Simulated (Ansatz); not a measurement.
TiO2 (rutile)

```xyz
6
Lattice="4.5912 0.0000 0.0000 0.0000 4.5912 0.0000 0.0000 0.0000 2.9391" Properties=species:S:1:pos:R:3 pbc="T T T"
Ti     0.0000     0.0000     0.0000
Ti     2.2956     2.2956     1.4695
O      1.3977     1.3977     0.0000
O      3.6933     0.8979     1.4695
O      0.8979     3.6933     1.4695
O      3.1934     3.1934     0.0000
```

The slice is a (-1 1 0) plane (indices of the conventional cell) through the point (0.500, 0.500, 0.500) (fractional), spanned by u = [001] and v = [110] in vectors of this cell: u (2.94 Å) and v (6.49 Å, at 90° to u). It covers one period; positions are fractions (u, v).

All values below come from PBEsol (plane waves to 420 eV, PAW, scalar-relativistic; Ansatz, a program for electronic structure). k mesh 7×7×11. Near the nuclei the fields are pseudised (PAW); where an atom keeps semicore shells as valence, they peak there. TiO2 is run without spin polarisation. TiO2 was relaxed with its symmetry unable to fall.

What is the valence density on the shortest Ti–O line in this plane (1.94 Å), at its midpoint?

0.75 e/Å³.

What is the ELF at the midpoint of the shortest Ti–O line in this plane (1.94 Å)?

0.2.

Predict the map of the electrostatic potential energy of an electron, from the cell's mean on the slice.


```tsv
v \ u	0.00	0.15	0.31	0.46	0.62	0.77	0.92
0.96	x	x	<0.0	3.9	1.0	x	x
0.86	<0.0	<0.0	x	x	x	1.2	<0.0
0.75	7.9	8.0	x	x	x	7.1	8.0
0.64	7.7	5.7	<0.0	<0.0	<0.0	3.2	7.2
0.54	4.7	<0.0	x	x	x	<0.0	3.1
0.43	5.5	0.3	x	x	x	<0.0	4.3
0.32	8.5	7.5	4.0	0.7	2.1	6.1	8.2
0.21	6.2	6.2	x	x	x	4.4	6.4
0.11	x	<0.0	<0.0	x	x	<0.0	x
0.00	x	x	<0.0	3.9	0.5	x	x
```

Values: electrostatic potential energy of an electron, from the cell's mean, in eV. Points within 0.8 Å of a nucleus are blanked (x), as the pseudised field means little there. Values under 0 eV are set to 0. The zero, the cell's mean, hangs on the PAW cores.
